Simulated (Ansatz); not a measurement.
Consider the following.

LaNi₂As₂:
```yaml
crystal:
  lattice:
    - [4.25338, 0.00000, 0.00000]
    - [0.00000, 4.25338, 0.00000]
    - [0.00000, 0.00000, 9.41252]
  atoms:
    - { symbol: La, position: [0.00000, 0.50000, 0.74682] }
    - { symbol: La, position: [0.50000, 0.00000, 0.25318] }
    - { symbol: Ni, position: [0.50000, 0.00000, 0.88542] }
    - { symbol: Ni, position: [0.00000, 0.50000, 0.11458] }
    - { symbol: Ni, position: [0.00000, 0.00000, 0.50000] }
    - { symbol: Ni, position: [0.50000, 0.50000, 0.50000] }
    - { symbol: As, position: [0.50000, 0.00000, 0.62741] }
    - { symbol: As, position: [0.00000, 0.50000, 0.37259] }
    - { symbol: As, position: [0.00000, 0.00000, 0.00000] }
    - { symbol: As, position: [0.50000, 0.50000, 0.00000] }
```

This is the r²SCAN-relaxed structure.

Problem. All from r²SCAN in the plane-wave PAW code Ansatz, unless another level is named. Predict the electronic character.

Solution. metallic (no gap).

Problem. What about the density of states at the Fermi level?

Solution. 0.39 states/eV per atom (mean over ±0.08 eV).

Space group P4/nmm. The workflow started from a Materials Project entry (that database holds measured and hypothetical structures alike); the Crystallography Open Database copy checked does not list it. Whether it is the stable phase at ambient conditions was not checked. Symmetry was held in the r²SCAN relaxation; whether a distortion lowers the energy is not shown. The run is not spin-polarised. Spin–orbit coupling is left out wherever it is not named.

Potentials: the later of the program's two PAW sets.
